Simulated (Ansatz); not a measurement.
All numbers below come from Ansatz 0.2.0, DFT PBE, scalar-relativistic, plane waves, PAW. Settings: cutoff 420 eV, Γ-centred meshes spaced at most about 0.3 Å⁻¹, and about 0.25 Å⁻¹ or finer for metals (2π included), Gaussian smearing. No spin polarisation in the final relaxations.

Temperature and zero-point effects are left out. All come from trial cells, and lower structures may exist.

Task: These unrelaxed guesses for ScSb₃S are each relaxed within their symmetry. Order them by the energy at which they end, lowest first.
A.

```cif
data_structure
_symmetry_space_group_name_H-M 'P4mm'
_symmetry_Int_Tables_number 99
_cell_length_a 4.6332
_cell_length_b 4.6332
_cell_length_c 5.8627
_cell_angle_alpha 90.000
_cell_angle_beta 90.000
_cell_angle_gamma 90.000
_cell_volume 125.85
loop_
_atom_site_label
_atom_site_type_symbol
_atom_site_symmetry_multiplicity
_atom_site_Wyckoff_symbol
_atom_site_fract_x
_atom_site_fract_y
_atom_site_fract_z
_atom_site_occupancy
Sc1 Sc 1 a 0.00000 0.00000 0.00000 1
Sb1 Sb 1 b 0.50000 0.50000 0.10590 1
Sb2 Sb 2 c 0.00000 0.50000 0.50000 1
S1 S 1 b 0.50000 0.50000 0.66200 1
```

B.

```cif
data_structure
_symmetry_space_group_name_H-M 'R3:H'
_symmetry_Int_Tables_number 146
_cell_length_a 6.9192
_cell_length_b 6.9192
_cell_length_c 8.4742
_cell_angle_alpha 90.000
_cell_angle_beta 90.000
_cell_angle_gamma 120.000
_cell_volume 351.35
loop_
_atom_site_label
_atom_site_type_symbol
_atom_site_symmetry_multiplicity
_atom_site_Wyckoff_symbol
_atom_site_fract_x
_atom_site_fract_y
_atom_site_fract_z
_atom_site_occupancy
Sc1 Sc 3 a 0.00000 0.00000 0.03190 1
Sb1 Sb 9 b 0.05100 0.46150 0.47900 1
S1 S 3 a 0.00000 0.00000 0.50000 1
```

C.

```cif
data_structure
_symmetry_space_group_name_H-M 'P6/mmm'
_symmetry_Int_Tables_number 191
_cell_length_a 6.2499
_cell_length_b 6.2499
_cell_length_c 4.7431
_cell_angle_alpha 90.000
_cell_angle_beta 90.000
_cell_angle_gamma 120.000
_cell_volume 160.45
loop_
_atom_site_label
_atom_site_type_symbol
_atom_site_symmetry_multiplicity
_atom_site_Wyckoff_symbol
_atom_site_fract_x
_atom_site_fract_y
_atom_site_fract_z
_atom_site_occupancy
Sc1 Sc 1 a 0.00000 0.00000 0.00000 1
Sb1 Sb 3 f 0.50000 0.00000 0.00000 1
S1 S 1 b 0.00000 0.00000 0.50000 1
```

D.

```cif
data_structure
_symmetry_space_group_name_H-M 'P4/mmm'
_symmetry_Int_Tables_number 123
_cell_length_a 3.6579
_cell_length_b 3.6579
_cell_length_c 10.7151
_cell_angle_alpha 90.000
_cell_angle_beta 90.000
_cell_angle_gamma 90.000
_cell_volume 143.37
loop_
_atom_site_label
_atom_site_type_symbol
_atom_site_symmetry_multiplicity
_atom_site_Wyckoff_symbol
_atom_site_fract_x
_atom_site_fract_y
_atom_site_fract_z
_atom_site_occupancy
Sc1 Sc 1 b 0.00000 0.00000 0.50000 1
Sb1 Sb 2 h 0.50000 0.50000 0.26206 1
Sb2 Sb 1 d 0.50000 0.50000 0.50000 1
S1 S 1 c 0.50000 0.50000 0.00000 1
```

Result: C (ends in P6/mmm, 0 meV/atom), A (ends in P4mm, 59 meV/atom), B (ends in R3, 80 meV/atom), D (ends in P4/mmm, 0.32 eV/atom).

No dispersion correction is applied, so the spacing and binding between layers, chains or molecules are poorly described (P4mm), and this can change margins and order among such cells. Spin–orbit coupling, which can matter for Sb, is left out. Cells relaxed within their symmetry can be saddle points. Some types were kept out of the candidates beforehand, so the set may lack a known form.
